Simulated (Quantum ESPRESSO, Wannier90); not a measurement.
## Sb (R-3m), plane waves to Wannier functions

```xyz
2
Lattice="-2.1771 3.7708 0.0000 -4.3541 0.0000 0.0000 -2.1771 1.2569 3.8299" Properties=species:S:1:pos:R:3 pbc="T T T"
Sb     2.1771    -1.2569    -0.7477
Sb    -2.1771     1.2569     0.7477
```

Structure: Materials Project mp-104, symmetrised, not relaxed again. This is the element's usual structure. Level: PBEsol, spinors with spin-orbit coupling; pw.x of Quantum ESPRESSO at 64 Ry with PseudoDojo potentials, 6×6×6 k-points, Wannier90. Density: 8×8×8 mesh, cold smearing 0.01 Ry. The cell is built of weakly bound layers, chains or molecules, whose nearest atoms lie 3.43 Å apart. Database cells relaxed without dispersion often hold them too far apart, which can enlarge gaps and weakens couplings between them; spacing and stacking were not compared with the measured crystal. With spin-orbit coupling a semilocal functional can close or falsely invert a small gap; the band order was not checked against a better method.

A tight-binding model is made by disentanglement and projection with no localisation steps (num_iter = 0), so the 16 orbitals stay atom-like: hydrogen-like Sb: s;p, axes along x, y, z; frozen window up to 1.50 eV relative to the Fermi level. It follows pw.x to 11 meV rms for states up to 1.0 eV relative to the Fermi level. Matrix elements depend on this choice of orbitals and windows.

The 20 largest hoppings ⟨m,0|H|n,R⟩ between different sites (one of each Hermitian pair; signs follow the real orbitals' lobes; the list may end inside a set of equal values):

```csv
m,n,R,distance of the centres (Å),t (eV),Im t (eV)
Sb2 py↑,Sb1 py↑,0 1 0,3.09,1.531,0.000
Sb2 py↓,Sb1 py↓,0 1 0,3.09,1.531,0.000
Sb2 s↑,Sb1 py↑,0 1 0,3.00,-1.353,0.000
Sb2 s↓,Sb1 py↓,0 1 0,3.00,-1.353,0.000
Sb2 py↑,Sb1 s↑,0 1 0,3.00,1.353,0.000
Sb2 py↓,Sb1 s↓,0 1 0,3.00,1.353,0.000
Sb2 pz↑,Sb1 py↑,0 1 0,3.00,1.277,0.000
Sb2 pz↓,Sb1 py↓,0 1 0,3.00,1.277,0.000
Sb2 py↑,Sb1 pz↑,0 1 0,3.00,1.277,0.000
Sb2 py↓,Sb1 pz↓,0 1 0,3.00,1.277,0.000
Sb2 s↑,Sb1 px↑,1 0 0,2.97,1.171,0.006
Sb2 s↓,Sb1 px↓,1 0 0,2.97,1.171,-0.006
Sb2 px↑,Sb1 s↑,1 0 0,2.97,-1.171,0.006
Sb2 px↓,Sb1 s↓,1 0 0,2.97,-1.171,-0.006
Sb2 s↑,Sb1 px↑,1 1 0,2.97,-1.171,0.006
Sb2 s↓,Sb1 px↓,1 1 0,2.97,-1.171,-0.006
Sb2 px↑,Sb1 s↑,1 1 0,2.97,1.171,0.006
Sb2 px↓,Sb1 s↓,1 1 0,2.97,1.171,-0.006
Sb2 pz↑,Sb1 px↑,1 0 0,2.97,-1.106,-0.004
Sb2 pz↓,Sb1 px↓,1 0 0,2.97,-1.106,0.004
```
